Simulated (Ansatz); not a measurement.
**Relaxing a structure of TiC**

The start is a relaxed TiC cell displaced along its unstable phonon at q = (½, ½, 0) of its primitive reciprocal cell (166i cm⁻¹), largest move 0.15 Å. A full variable-cell relaxation at zero pressure is run with r2SCAN (plane waves to 500 eV, PAW, scalar-relativistic; Ansatz, an electronic-structure program). The first steps use a coarse 11×11×12 k-mesh.

Initial structure:
```
TiC
1.0
   10.79217     0.00000     0.00000
    5.39608     2.88739     0.00000
    0.00000     0.00000     2.77545
Ti C
4 4
Direct
  0.12500   0.00000   0.23888
  0.62500   0.00000   0.23888
  0.37499   0.00002   0.76112
  0.87501   0.99998   0.76112
  0.00620   0.50000   0.45503
  0.49380   0.50000   0.54497
  0.75657   0.50000   0.54763
  0.24343   0.50000   0.45237
```

```json
{
 "largest_initial_force": "0.25 eV/Å, on C5, C8 (atoms numbered as listed)",
 "energy_released": "0.50 eV/atom",
 "relative_to_the_parent": "It does not go back: it reaches Cmmm (No. 65), 0.51 eV/atom below the parent",
 "Shortest distances (start → end)": "The closest pairs of elements (up to four, under 3.6 Å), start → end: C–C 2.56 → 1.50 Å; C–Ti 2.11 → 2.10 Å; Ti–Ti 2.78 → 2.70 Å",
 "band_gap_at_the_end": "zero (metallic)",
 "optimiser_moves": "13"
}
```

Final structure:

Space group Cmmm (No. 65); a = 5.446 Å, b = 10.010 Å, c = 3.137 Å, α = 90.00°, β = 90.00°, γ = 90.00°

```csv
atom,site,symmetry,x,y,z
Ti,4f,..2/m,0.2500,0.2500,0.5000
Ti,4g,2mm,0.2475,0.0000,0.0000
C,4j,m2m,0.5000,0.4253,0.5000
C,4i,m2m,0.0000,0.3410,0.0000
```
(The calculation used a cell of 8 atoms; values per cell refer to that cell.)

Final values are on a 10×10×15 k-mesh of the relaxed cell. No spin polarisation in the result.

The run could not lose the symmetry of its start: the end is stationary, and may be a saddle point rather than a minimum.

The relaxed structure here is a generated cell of TiC: the first start was made by placing the elements on the sites of a structure type, and the end was not matched to a known phase here, so it may be hypothetical. Known forms of TiC include space group No. 225.
